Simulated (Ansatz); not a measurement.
## Profile along the F–Li line in LiF (rock salt)

LiF (rock salt)

```cif
data_FLi
_chemical_formula_sum 'F1 Li1'
_space_group_name_H-M_alt 'P 1'
_space_group_IT_number 1
_cell_length_a 2.82150
_cell_length_b 2.82150
_cell_length_c 2.82150
_cell_angle_alpha 60.000
_cell_angle_beta 60.000
_cell_angle_gamma 60.000
loop_
_space_group_symop_operation_xyz
  'x, y, z'
loop_
_atom_site_label
_atom_site_type_symbol
_atom_site_fract_x
_atom_site_fract_y
_atom_site_fract_z
_atom_site_occupancy
F1 F 0.00000 0.00000 0.00000 1
Li1 Li 0.50000 0.50000 0.50000 1
```

Fields along a shortest F–Li line of a {100} plane (2.00 Å), from F to Li, interpolated on the slice's grid (step about 0.1 Å). Computed with r2SCAN (plane waves to 500 eV, PAW, scalar-relativistic; Ansatz, a quantum-chemistry and plane-wave program). k mesh 14×14×14. Near the nuclei the fields are pseudised (PAW); where an atom keeps semicore shells as valence, they peak there. LiF was relaxed with its symmetry unable to fall.

```csv
distance from F (Å),valence electron density (e/Å³),electron localisation function
0.00,14.00,x
0.20,11.49,x
0.40,6.05,x
0.60,2.10,0.82
0.80,0.72,0.75
1.00,0.28,0.43
1.20,0.14,0.03
1.40,0.35,0.07
1.60,2.46,x
1.80,6.92,x
2.00,9.49,x
```

x: too close to a nucleus for the ELF to mean much.

Density on the F–Li line (2.00 Å) at its density minimum, 1.2 Å from F: 0.14 e/Å³. ELF at that point: 0.0. Character of the F–Li contact (rough rule: ELF there above 0.7 covalent, below 0.2 ionic, polar between): closed-shell (ionic).
